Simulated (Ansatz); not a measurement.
Relaxed-ion elastic tensor of ZrIr (CsCl type, space group No. 221) in GPa (Voigt order), the program Ansatz at the LDA level (PAW); density 13.75 g/cm³, 17.11 Å³ per atom.

```
     1    2    3     4     5     6
-  ---  ---  ---  ----  ----  ----
1  197  227  227   0.0   0.0   0.0
2  227  197  227   0.0   0.0   0.0
3  227  227  197   0.0   0.0   0.0
4  0.0  0.0  0.0  61.6   0.0   0.0
5  0.0  0.0  0.0   0.0  61.6   0.0
6  0.0  0.0  0.0   0.0   0.0  61.6
```

Task: Is the crystal mechanically stable?

Result: No: the smallest eigenvalue of C is -30.0 GPa.

Space group Pm-3m (CsCl type). The workflow started from a Materials Project entry (that database holds measured and hypothetical structures alike); the Crystallography Open Database files this formula in space group No. 221, but the cells were not matched. Its standing as an ambient phase is unchecked. Symmetry was held in the LDA relaxation. At this level the phase is mechanically unstable. The run is not spin-polarised. As this level gives no gap, shear constants depend on the k-mesh and smearing (Fermi–Dirac, 0.1 eV here). Scalar-relativistic: spin–orbit coupling is off unless named, which matters more the heavier the elements.

Potentials: the later of the program's two PAW sets.
